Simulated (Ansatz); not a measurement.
LiNbO3:
Space group R3c, hexagonal axes (No. 161); a = b = 5.1369 Å, c = 13.8861 Å, α = β = 90.00°, γ = 120.00°

| atom | site | symmetry | x | y | z |
|---|---|---|---|---|---|
| Li | 6a | 3. | 0.0000 | 0.0000 | 0.2188 |
| Nb | 6a | 3. | 0.0000 | 0.0000 | 0.0007 |
| O | 18b | 1 | 0.0102 | 0.3780 | 0.2711 |
(The calculation used a cell of 10 atoms; values per cell refer to that cell.)

Relaxed with r²SCAN in the plane-wave PAW code Ansatz. Indices refer to the conventional cell of R3c, a = 5.1369 Å, b = 5.1369 Å, c = 13.8861 Å, α = 90.00°, β = 90.00°, γ = 120.00°.

### Question
Simulate the powder diffraction pattern (Cu Kα, λ = 1.54184 Å; lines above 1 %) up to 2θ = 90°.

### Answer
Simulated powder pattern, Cu Kα, λ = 1.54184 Å (kinematic, ideal powder, no thermal factors, no anomalous dispersion; the 30 strongest lines at most, above 1 %, up to 2θ = 90°):

```tsv
2θ (°)	d (Å)	I/Imax (%)	hkl
23.75	3.746	100	(0 1 -1 2)
32.72	2.737	39	(1 0 -1 4)
34.93	2.568	23	(1 1 -2 0)
38.91	2.314	4.1	(0006)
40.15	2.246	7.9	(1 1 -2 3)
42.68	2.118	13	(2 0 -2 2)
48.61	1.873	19	(0 2 -2 4)
53.28	1.719	27	(1 1 -2 6)
56.29	1.634	16	(1 2 -3 2)
56.95	1.617	8.1	(0 1 -1 8)
61.25	1.513	15	(2 1 -3 4)
62.65	1.483	12	(3 0 -3 0)
68.58	1.368	5.1	(2 0 -2 8)
71.13	1.326	4.7	(1 0 -1 10)
73.78	1.284	3.2	(2 2 -4 0)
76.26	1.249	4.2	(3 0 -3 6)+(0 3 -3 6)
78.78	1.215	7.2	(3 1 -4 2)
79.34	1.208	6.1	(1 2 -3 8)
81.76	1.178	2.8	(0 2 -2 10)
83.07	1.163	4.8	(1 3 -4 4)
86.71	1.123	6.0	(2 2 -4 6)
89.18	1.098	2.7	(0 4 -4 2)
```

The r²SCAN relaxation kept the symmetry of its start. The run is not spin-polarised.

Potentials: the earlier of the program's two PAW sets. The files were generated under PBE; for other functionals the program regenerates the frozen cores, and for LDA and PBEsol the local potential too.
